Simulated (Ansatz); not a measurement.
CsGeBr₃ in space group R3m (No. 160; Cs on 3a, Ge on 3a, Br on 9b) under volume change, r²SCAN (plane waves, PAW; program Ansatz), shape and atoms relaxed at each volume.

```
V (Å³/atom)  E − E(relaxed) (meV/atom)     P (GPa)
-----------  -------------------------  ----------
33.228                            12.3        1.33
34.323                             5.1        0.79
35.418                      (withheld)  (withheld)
36.514                             0.0        0.00
37.609                      (withheld)  (withheld)
38.705                             3.8       -0.52
39.800                             8.1       -0.71
```

### Question
What belongs in the gaps?

### Answer

- 35.418, E − E(relaxed) (meV/atom): 1.2
- 35.418, P (GPa): 0.38
- 37.609, E − E(relaxed) (meV/atom): 1.0
- 37.609, P (GPa): -0.29

### Question
What does a third-order Birch–Murnaghan fit give for V₀, B₀ and B′?

### Answer
V₀ = 36.53 Å³/atom, B₀ = 10.7 GPa, B′ = 5.9.

The workflow started from a Materials Project entry (that database holds measured and hypothetical structures alike); the Crystallography Open Database copy checked does not list it. Whether it is the stable phase at ambient conditions was not checked. The r²SCAN relaxation kept the symmetry of its start; whether a distortion lowers the energy is not shown. Scalar-relativistic: spin–orbit coupling is off unless named, which matters more the heavier the elements.

Potentials: the later of the program's two PAW sets.
